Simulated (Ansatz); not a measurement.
## Pb, A15: geometry optimisation

Theory: DFT, LDA (PW92), plane waves (420 eV) with PAW, scalar-relativistic (Ansatz). (PAW data from PBE, frozen cores regenerated.)

k-point mesh 4×4×4, Fermi-Dirac smearing 0.1 eV, no spin polarisation. Cell and atoms relax.

Starting structure:

```xyz
8
Lattice="6.2372 0.0000 0.0000 0.0000 6.2372 0.0000 0.0000 0.0000 6.2372" Properties=species:S:1:pos:R:3 pbc="T T T"
Pb    0.0000    0.0000    0.0000
Pb    3.1186    3.1186    3.1186
Pb    1.5593    0.0000    3.1186
Pb    4.6779    0.0000    3.1186
Pb    3.1186    1.5593    0.0000
Pb    3.1186    4.6779    0.0000
Pb    0.0000    3.1186    1.5593
Pb    0.0000    3.1186    4.6779
```

What cell does the relaxation end in?

Pm-3n with a = 6.207 Å; 29.89 Å³ per atom against 30.33 at the start (-1.5 %).

How much energy does the relaxation gain?

1.0 meV per atom.

Path of the relaxation (the plane waves are chosen anew near the end, which can shift the energy a little):

```json
{"step": "0", "E − E(final) (meV/atom)": "1.00", "V (Å³/atom)": "30.331", "P (GPa)": "-0.70", "max force (eV/Å)": "0.000"}
{"step": "1", "E − E(final) (meV/atom)": "0.05", "V (Å³/atom)": "29.733", "P (GPa)": "0.25", "max force (eV/Å)": "0.000"}
{"step": "2", "E − E(final) (meV/atom)": "-0.05", "V (Å³/atom)": "29.889", "P (GPa)": "-0.01", "max force (eV/Å)": "0.000"}
{"step": "3", "E − E(final) (meV/atom)": "0.00", "V (Å³/atom)": "29.889", "P (GPa)": "-0.01", "max force (eV/Å)": "0.000"}
```
